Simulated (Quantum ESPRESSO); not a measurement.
## Band energies of WS₂

```
WS2
1.0
    3.18422     0.00000     0.00000
   -1.59211     2.75762     0.00000
    0.00000     0.00000    12.97828
S W
4 2
Cartesian
  0.00000   1.83841   8.17372
  1.59211   0.91921   4.80456
  1.59211   0.91921   1.68458
  0.00000   1.83841  11.29370
  0.00000   1.83841   3.24457
  1.59211   0.91921   9.73371
```

norm-conserving LDA (Quantum ESPRESSO, 70 Ry, scalar-relativistic); path ΓMKΓALHA,LM,KH; energies in eV from the valence-band maximum.

```csv
k (1/Å),point,band 22,band 23,band 24,band 25,band 26,band 27,band 28,band 29
0.00,Γ,-2.17,-2.17,-1.68,-0.97,0.00,2.34,2.34,2.34
0.19,,-2.34,-2.11,-1.42,-0.97,-0.18,2.21,2.22,2.27
0.57,,-2.55,-2.39,-1.78,-1.44,-1.34,1.45,1.96,2.07
0.76,,-2.18,-2.15,-2.12,-1.83,-1.64,1.76,1.96,2.05
1.14,M,-2.56,-1.84,-1.74,-1.50,-1.40,2.25,2.28,2.63
1.58,,-3.80,-2.77,-2.56,-0.90,-0.76,1.64,1.66,2.60
1.80,K,-3.81,-2.79,-2.79,-0.62,-0.50,1.22,1.22,2.35
2.17,,-3.59,-2.32,-2.23,-1.25,-1.22,1.54,2.19,2.50
2.55,,-2.76,-1.93,-1.51,-1.30,-1.26,1.23,1.84,2.02
2.74,,-2.91,-1.98,-1.33,-1.05,-0.68,1.61,2.05,2.13
3.11,Γ,-2.17,-2.17,-1.68,-0.97,0.00,2.34,2.34,2.34
3.11,A,-2.18,-2.18,-2.18,-0.30,-0.30,2.34,2.34,2.34
3.28,,-2.31,-2.01,-2.01,-0.37,-0.37,2.25,2.25,2.37
3.44,,-2.64,-1.92,-1.92,-0.65,-0.65,1.96,1.96,2.27
3.76,,-2.38,-2.27,-2.27,-1.56,-1.56,1.87,1.87,1.99
3.93,,-2.48,-2.05,-2.05,-1.72,-1.72,2.04,2.04,2.14
4.25,L,-2.62,-1.79,-1.79,-1.44,-1.44,2.26,2.26,2.73
4.58,,-3.29,-2.63,-2.63,-0.98,-0.98,1.95,1.95,2.90
4.75,,-3.76,-2.75,-2.75,-0.74,-0.74,1.50,1.50,2.81
4.91,H,-3.68,-2.86,-2.86,-0.56,-0.56,1.22,1.22,2.72
5.06,,-3.76,-2.74,-2.74,-0.74,-0.74,1.47,1.47,2.74
5.35,,-3.43,-2.18,-2.18,-1.32,-1.32,1.71,1.71,2.52
5.49,,-2.96,-1.93,-1.93,-1.42,-1.42,1.48,1.48,2.32
5.79,,-2.92,-1.77,-1.77,-0.93,-0.93,1.72,1.72,2.12
6.08,,-2.29,-2.03,-2.03,-0.36,-0.36,2.27,2.27,2.39
6.22,A,-2.18,-2.18,-2.18,-0.30,-0.30,2.34,2.34,2.34
6.22,L,-2.62,-1.79,-1.79,-1.44,-1.44,2.26,2.26,2.73
6.47,M,-2.56,-1.84,-1.74,-1.50,-1.40,2.25,2.28,2.63
6.47,K,-3.81,-2.79,-2.79,-0.62,-0.50,1.22,1.22,2.35
6.71,H,-3.68,-2.86,-2.86,-0.56,-0.56,1.22,1.22,2.72
```

The LDA gap is indirect, 1.18 eV, from Γ to 43 % of the way from K to Γ; the smallest direct gap is 1.72 eV.

Without spin-orbit coupling, band edges of such heavy elements can be off by tenths of an eV.

Geometry of the Materials Project entry, not relaxed at this level.

The distance between layers or molecules is the database entry's, not relaxed here. Functionals without dispersion can leave it too large, which widens gaps and weakens the response across layers: the numbers belong to this cell.
